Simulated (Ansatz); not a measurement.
Method: DFT PBE, scalar-relativistic, plane waves, PAW in Ansatz 0.2.0. Settings: cutoff 420 eV, Γ-centred meshes spaced at most about 0.3 Å⁻¹, and about 0.25 Å⁻¹ or finer for metals (2π included), Gaussian smearing. Collinear spin in cells that started with moments and kept them past the coarse steps, no spin elsewhere.

All energies are static (0 K, no zero-point motion).

Compare these two cells of SrTiO, each relaxed at this level.

A. (site moments Ti 2.2 μB) Space group P4/mmm (No. 123), tetragonal, a = 3.379 Å, c = 7.882 Å. Sr is surrounded by 4 O at 2.39 Å, 4 Sr at 3.38 Å and 2 Ti at 3.94 Å; Ti has 4 Ti at 3.38 Å and 2 Sr at 3.94 Å; around O lie 4 Sr at 2.39 Å.

B. (no spin) Space group P-6m2 (No. 187), hexagonal, a = 3.454 Å, c = 6.280 Å. Sr is surrounded by 6 Sr at 3.45 Å, 6 O at 3.72 Å and 6 Ti at 3.72 Å; around Ti lie 3 O at 1.99 Å, 6 Ti at 3.45 Å and 6 Sr at 3.72 Å; O has 3 Ti at 1.99 Å, 6 O at 3.45 Å and 6 Sr at 3.72 Å.

Question: Which is lower in energy, and by how much?

Answer: B is lower, by 0.67 eV/atom. A has space group P4/mmm (No. 123), 30.0 Å³/atom and no gap on its mesh; B has space group P-6m2 (No. 187), 21.6 Å³/atom and no gap. Counting O atoms around Sr and Ti (those within 1.25 times the shortest such distance or 1.15 times the sum of covalent radii; the shortest distance is added where it is long for a bond), A has Sr 4, Ti 8 from 4.6 Å and B has Sr 6 from 3.7 Å, Ti 3. Their magnetic states differ too. The denser one is the lower, and pressure would at first widen the difference. Both come from invented guesses. A third cell relaxed alike, in P4/mmm, lies 0.37 eV/atom below the lower of the two.

Another magnetic order may lie lower. Cells relaxed within their symmetry can be saddle points.
